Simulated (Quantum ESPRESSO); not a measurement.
An isovalent swap in CdTe: field gradients

Host, cell and atoms relaxed with PBE and no dispersion term (field gradients by PBE PAW (JTH datasets; density from pw.x of a modified build of Quantum ESPRESSO, gradients reconstructed from it by a script), 20 Ha, k-mesh 4×4×4 through Γ):

| site | site symmetry | Vzz (a.u.) | η_Q | ∣C_Q∣ (MHz) |
|---|---|---|---|---|
| Cd (atoms 1, 3, 5, 7) | -43m | 0 | – | – |
| Te (atoms 2, 4, 6, 8) | -43m | 0 | – | – |

Its cell: a = b = c = 6.618 Å, α = β = γ = 90.00°.

Changed cell (atom 1 is the new one; 20 Ha, k-mesh 4×4×4 through Γ):

```xyz
8
Lattice="6.5086 0.0000 0.0000 0.0000 6.5086 0.0000 0.0000 0.0000 6.5086" Properties=species:S:1:pos:R:3 pbc="T T T"
Zn     0.0000     0.0000     0.0000
Te     1.5606     1.5606     4.9480
Cd     0.0000     3.2543     3.2543
Te     1.5606     4.9480     1.5606
Cd     3.2543     0.0000     3.2543
Te     4.9480     1.5606     1.5606
Cd     3.2543     3.2543     0.0000
Te     4.9480     4.9480     4.9480
```
The cell was made here from a computed Materials Project entry: one of 4 Cd replaced by Zn, cell and atoms relaxed (PBE without dispersion, pw.x of Quantum ESPRESSO, symmetry kept). The parent is CdTe in F-43m. The swapped cell is a model, not a known phase. Stability against distortions was not tested.

Quadrupole moments taken as inputs (sizes, barn, from the tables of PySCF and pymatgen): ⁶⁷Zn 0.15.

Convention: |Vzz| is the largest principal value, η_Q = (Vxx − Vyy)/Vzz, |C_Q| = |eQVzz/h|. Cores are frozen. Te, Cd had no test against all-electron runs. Spin–orbit coupling is left out, a limit on Te.

Task: What do the sites of the changed cell show?

Result: 
| site | distance to atom 1 (Å) | Vzz (a.u.) | η_Q | ∣C_Q∣ (MHz) |
|---|---|---|---|---|
| Zn (atom 1) | – | 0 | – | 0 |
| Te (atoms 2, 4, 6, 8) | 2.70 | 0.412 | 0.00 | – |
| Cd (atoms 3, 5, 7) | 4.60 | 0.194 | 0.00 | – |
The swap repeats in every cell, so this is an ordered compound and not a dilute impurity.
